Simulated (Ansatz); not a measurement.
## Two states of BaCrF6

```xyz
8
Lattice="3.7158 2.1453 2.4127 -3.7158 2.1453 2.4127 0.0000 -4.2907 2.4127" Properties=species:S:1:pos:R:3 pbc="T T T"
Ba    0.0000    0.0000    3.6190
F    -2.3670    1.3666    3.4187
F     0.0000   -2.7332    3.4187
F     2.3670    1.3666    3.4187
F     2.3670   -1.3666    3.8192
F    -2.3670   -1.3666    3.8192
F     0.0000    2.7332    3.8192
Cr    0.0000    0.0000    0.0000
```

Single point in Ansatz 0.2.0 with r2SCAN. Cutoff 500 eV, PAW datasets, 5×5×5 Γ-centred k mesh, fermi-dirac filling (width 0.1 eV).

State A: Cr8 up (collinear spin). State B: no moments (no spin polarisation).

Which state is lower, and how do they differ?

State A is lower by 200.1 meV an atom at zero smearing; in free energy at this smearing B lies +179.6 meV an atom from A.

| state | free energy (meV/atom) | largest moment in a small sphere (μB) | net moment (μB/cell) | gap on mesh (eV) | pressure (GPa) | largest force (eV/Å) |
| --- | --- | --- | --- | --- | --- | --- |
| A | 0.0 | 1.65 | 2.00 | 0.48 | -4.2 | 1.00 |
| B | 179.6 | 0.00 | 0.00 | metal | -4.7 | 0.97 |

Origin: a database entry at a rescaled volume. Caveats: the state breaks the symmetry of the cell; the Fermi level lies in a narrow band between gaps, which spin or distortion may split.
